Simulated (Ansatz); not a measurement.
BN:
```cif
data_BN
_chemical_formula_sum 'N1 B1'
_space_group_name_H-M_alt 'P 1'
_space_group_IT_number 1
_cell_length_a 2.56309
_cell_length_b 2.56309
_cell_length_c 2.56309
_cell_angle_alpha 60.000
_cell_angle_beta 60.000
_cell_angle_gamma 60.000
loop_
_space_group_symop_operation_xyz
  'x, y, z'
loop_
_atom_site_label
_atom_site_type_symbol
_atom_site_fract_x
_atom_site_fract_y
_atom_site_fract_z
_atom_site_occupancy
N1 N 0.75000 0.75000 0.75000 1
B1 B 0.00000 0.00000 0.00000 1
```

Relaxed with PBE. PBE (plane waves, PAW; program Ansatz) gives a gap of 4.46 eV.

Problem. What gap does HSE06 give on the same cell (Ansatz, PAW)?

Solution. 5.78 eV, 1.31 eV more. The hybrid was solved on a coarser mesh and at special points; its gap is the smallest among all of these.

| k | v1 PBE | c1 PBE | v1 HSE06 | c1 HSE06 |
|---|---|---|---|---|
| Γ | 0.00 | 8.79 | … | … |
| X | -4.86 | 4.46 | -5.27 | 5.78 |
| L | -1.93 | 10.03 | … | … |
| W | -6.45 | 9.57 | … | … |
| K | -4.04 | 6.90 | … | … |

Problem. Top valence (v1) and lowest conduction level (c1) in eV from each method's valence maximum (which need not be a listed point): supply the withheld HSE06 values.

Solution. 
- K, v1 HSE06: -4.38
- K, c1 HSE06: 8.34
- Γ, v1 HSE06: 0.00
- Γ, c1 HSE06: 10.53
- W, v1 HSE06: -6.91
- W, c1 HSE06: 11.20
- L, v1 HSE06: -2.09
- L, c1 HSE06: 11.73

Cost on shared cores: the PBE run (SCF on a 13×13×13 mesh, then bands and DOS) around 6 core-seconds (rough), the HSE06 run (SCF on 10×10×10, then a few points) very roughly 50 core-seconds; the tasks are unlike.

Space group F-43m (zinc blende). The PBE relaxation kept the symmetry of its start; phonons on a q-mesh show no instability.

Potentials: the later of the program's two PAW sets.
